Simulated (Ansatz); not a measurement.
Cd (diamond, Fd-3m) at seven volumes, plane-wave PAW PBEsol (Ansatz code), scaled uniformly. One row is withheld.

| V (Å³/atom) | P (GPa) |
|---|---|
| 30.350 | 2.92 |
| 31.350 | ? |
| 32.351 | 0.80 |
| 33.351 | 0.01 |
| 34.352 | -0.61 |
| 35.352 | -1.10 |
| 36.353 | -1.47 |

**Question.** Fit the shown pressures and predict the withheld one.

**Answer.** P = (3/2)B₀(x^(7/2) − x^(5/2))[1 + (3/4)(B′ − 4)(x − 1)] with x = (V₀/V)^(2/3). Least squares on the six rows gives V₀ = 33.373 Å³/atom, B₀ = 22.8 GPa, B′ = 6.39. At V = 31.350, x = 1.0426 and P = 1.74 GPa. The run itself gave 1.77 GPa.

The start of the workflow was typed in or built on a structure type; neither database checked (COD, Materials Project) lists it. It is not the phase usual at ambient conditions (space group No. 194). The PBEsol relaxation kept the symmetry of its start. At this level the phase is mechanically unstable.

Potentials: the later of the program's two PAW sets.
